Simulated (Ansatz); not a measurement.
Data sheet: Si (DFT)

Si:
```xyz
34
Lattice="0.0000 7.3439 7.3439 7.3439 0.0000 7.3439 7.3439 7.3439 0.0000" Properties=species:S:1:pos:R:3 pbc="T T T"
Si     7.3439     7.3439     7.3439
Si    11.0158    11.0158    11.0158
Si     5.7210     5.7210     5.7210
Si    12.6387     9.3930     9.3930
Si     8.9668     8.9668     5.7210
Si     9.3930    12.6387     9.3930
Si     5.7210     8.9668     8.9668
Si    12.6387    12.6387    12.6387
Si     8.9668     5.7210     8.9668
Si     9.3930     9.3930    12.6387
Si    11.0634     8.2075     8.2075
Si    10.1523     7.3915     4.5355
Si     3.6244     6.4803     8.2075
Si     4.5355     7.2963     4.5355
Si    11.0634     6.4803     6.4803
Si    10.1523     7.2963    10.1523
Si     3.6244     8.2075     6.4803
Si     4.5355     7.3915    10.1523
Si     8.2075    11.0634     8.2075
Si     4.5355    10.1523     7.3915
Si     8.2075     3.6244     6.4803
Si     4.5355     4.5355     7.2963
Si     6.4803    11.0634     6.4803
Si    10.1523    10.1523     7.2963
Si     6.4803     3.6244     8.2075
Si    10.1523     4.5355     7.3915
Si     8.2075     8.2075    11.0634
Si     7.3915     4.5355    10.1523
Si     6.4803     8.2075     3.6244
Si     7.2963     4.5355     4.5355
Si     6.4803     6.4803    11.0634
Si     7.2963    10.1523    10.1523
Si     8.2075     6.4803     3.6244
Si     7.3915    10.1523     4.5355
```

Space group Fd-3m (No. 227); conventional cell a = 14.688 Å, b = 14.688 Å, c = 14.688 Å, α = 90.00°, β = 90.00°, γ = 90.00°.

Method: r²SCAN in the plane-wave PAW code Ansatz. Structure relaxed to zero pressure with the same functional. Other levels are named where they apply.

### Cell and energy

```json
{
 "volume_per_atom": "23.30 Å³",
 "density": "2.00 g/cm³"
}
```

### Electronic structure

```json
{
 "band_gap": "0.78 eV (indirect)",
 "valence_band_maximum": "at Γ",
 "conduction_band_minimum": "on the Γ–X line, 95 % of the way from Γ (6 equivalent valleys)",
 "smallest_direct_gap_on_the_standard_path": "1.09 eV",
 "electron_effective_mass": "0.22, 0.31, 0.31 mₑ (principal values)",
 "Hole effective mass, band 1 of 3 at the edge": "2.1 along [100], 0.54 along [110], 0.43 along [111] (mₑ)",
 "Hole effective mass, band 2 of 3 at the edge": "0.23 along [100], 0.33 along [110], 0.29 along [111] (mₑ)",
 "Hole effective mass, band 3 of 3 at the edge": "0.23 along [100], 0.23 along [110], 0.29 along [111] (mₑ)",
 "HSE06 gap on the r²SCAN cell": "1.14 eV"
}
```

### Mechanics

```json
{
 "Bulk modulus (Birch–Murnaghan fit)": "66.4 GPa",
 "Pressure derivative B′": "4.2",
 "Elastic constants (relaxed ions, GPa)": "C11 = 115, C12 = 42.6, C44 = 45.9",
 "mechanical_stability": "stable (all eigenvalues of C positive)",
 "hill_bulk_and_shear_moduli": "66.7 and 41.7 GPa",
 "Young's modulus": "104 GPa",
 "Poisson's ratio": "0.24",
 "debye_temperature_from_the_elastic_constants": "528 K"
}
```

The workflow started from a Materials Project entry (that database holds measured and hypothetical structures alike). Its sites differ from those of the usual phase in this space group: another stacking or structure type. The cell was relaxed with r²SCAN under the symmetry of its start; whether a distortion lowers the energy is not shown.

Potentials: the later of the program's two PAW sets.
